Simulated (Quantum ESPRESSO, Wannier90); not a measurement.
Tight-binding from DFT: HgS (wurtzite)

```
begin unit_cell_cart
ang
    4.1963598426    0.0000000000    0.0000000000
   -2.0981799213    3.6341542271    0.0000000000
    0.0000000000    0.0000000000    6.8702500000
end unit_cell_cart
begin atoms_frac
Hg  -0.3333333333  0.3333333333 -0.4998800000
Hg   0.3333333333 -0.3333333333  0.0001200000
S   -0.3333333333  0.3333333333 -0.1251200000
S    0.3333333333 -0.3333333333  0.3748800000
end atoms_frac
```

Structure: Materials Project mp-973676, symmetrised, not relaxed again. Not found in the COD (Crystallography Open Database) copy used, which has the formula in other groups; not checked further. Method: PBEsol plane waves in Quantum ESPRESSO 7.5 (PseudoDojo norm-conserving files, 53 Ry, spinors with spin-orbit coupling), Bloch states on a 6×6×4 mesh through Γ, Wannier90 4.0.1. Density: 12×12×6 mesh, Gaussian smearing 0.01 Ry. With spin-orbit coupling a semilocal functional can close or falsely invert a small gap; the band order was not checked against a better method.

A tight-binding model is made by disentanglement and projection with no localisation steps (num_iter = 0), so the 52 orbitals stay atom-like: hydrogen-like Hg: s;p;d; S: s;p, axes along x, y, z; frozen window up to 3.00 eV relative to the Fermi level. It follows pw.x to 1.1 meV rms for states up to 1.0 eV relative to the Fermi level. Matrix elements depend on this choice of orbitals and windows.

### Question
What are the on-site energies relative to the Fermi level, and how fast do the hoppings decay?

### Answer
```csv
atom,orbitals,energy (eV)
Hg1,s↑ s↓,-0.94
Hg1,pz↑ pz↓,5.68
Hg1,px↑ px↓ py↑ py↓,5.61
Hg1,dz2↑ dz2↓,-6.21
Hg1,dxz↑ dxz↓ dyz↑ dyz↓,-6.15
Hg1,dx2-y2↑ dx2-y2↓ dxy↑ dxy↓,-6.18
Hg2,s↑ s↓,-0.94
Hg2,pz↑ pz↓,5.68
Hg2,px↑ px↓ py↑ py↓,5.61
Hg2,dz2↑ dz2↓,-6.21
Hg2,dxz↑ dxz↓ dyz↑ dyz↓,-6.15
Hg2,dx2-y2↑ dx2-y2↓ dxy↑ dxy↓,-6.18
S3,s↑ s↓,-10.75
S3,pz↑ pz↓ px↑ px↓ py↑ py↓,-0.75
S4,s↑ s↓,-10.75
S4,pz↑ pz↓ px↑ px↓ py↑ py↓,-0.75
```

```json
[
 {"distance of the centres (Å)": "2–3", "largest modulus (eV)": "2.5"},
 {"distance of the centres (Å)": "3–4", "largest modulus (eV)": "0.017"},
 {"distance of the centres (Å)": "4–5", "largest modulus (eV)": "0.46"},
 {"distance of the centres (Å)": "5–6", "largest modulus (eV)": "0.033"},
 {"distance of the centres (Å)": "6–7", "largest modulus (eV)": "0.18"},
 {"distance of the centres (Å)": "7–8", "largest modulus (eV)": "0.034"},
 {"distance of the centres (Å)": "8–9", "largest modulus (eV)": "0.022"},
 {"distance of the centres (Å)": "9–10", "largest modulus (eV)": "0.017"}
]
```

Effective spin-orbit constants λ of λ L·S, from the same-site elements px↑–py↑ (λ/2) and dx2-y2↑–dxy↑ (λ), where they are among the larger elements: Hg1 d 0.74 eV, Hg2 d 0.74 eV.
